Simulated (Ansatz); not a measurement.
Relaxed-ion elastic tensor of KBr (rock salt, space group No. 225) in GPa (Voigt order), DFT-PBE in the program Ansatz with PAW potentials; density 2.62 g/cm³, 37.69 Å³ per atom.

```
30.3   5.1   5.1   0.0   0.0   0.0
 5.1  30.3   5.1   0.0   0.0   0.0
 5.1   5.1  30.3   0.0   0.0   0.0
 0.0   0.0   0.0   5.2   0.0   0.0
 0.0   0.0   0.0   0.0   5.2   0.0
 0.0   0.0   0.0   0.0   0.0   5.2
```

Question: Is the crystal mechanically stable?

Answer: Yes: the smallest eigenvalue of C is 5.2 GPa.

Question: Work out the Voigt, Reuss and Hill averages.

Answer: K_V = 13.5, K_R = 13.5, K_H = 13.5; G_V = 8.2, G_R = 6.8, G_H = 7.5 GPa.

Question: Give Young's modulus, Poisson's ratio, Pugh's ratio and the universal anisotropy index.

Answer: E = 9KG/(3K + G) = 19.0 GPa; ν = 0.26; K/G = 1.79 (near the Pugh limit of 1.75, no verdict); A_U = 5G_V/G_R + K_V/K_R − 6 = 0.99.

Question: Estimate the sound speeds and the Debye temperature.

Answer: v_l = √((K + 4G/3)/ρ) = 2990 m/s, v_t = √(G/ρ) = 1690 m/s, mean 1880 m/s; Θ = (h/k)(3n/4πV)^(1/3) v_m = 167 K.

Question: Give the Zener ratio and Young's modulus along [100], [110] and [111].

Answer: A = 2C44/(C11 − C12) = 0.42; 1/E = S11 − 2(S11 − S12 − S44/2)Γ with Γ = 0, 1/4, 1/3 gives 28.8, 16.0, 13.9 GPa.

Question: Solve the Christoffel equation for the three sound speeds along [100], [110], [111].

Answer: Eigenvalues of C_ijkl n_j n_l equal ρv². In km/s, slowest first: [100] 1.41, 1.41, 3.40; [110] 1.41, 2.19, 2.96; [111] 1.97, 1.97, 2.79.

Space group Fm-3m (rock salt). Symmetry was held in the PBE relaxation; phonons on a q-mesh show no instability.

Potentials: the later of the program's two PAW sets.
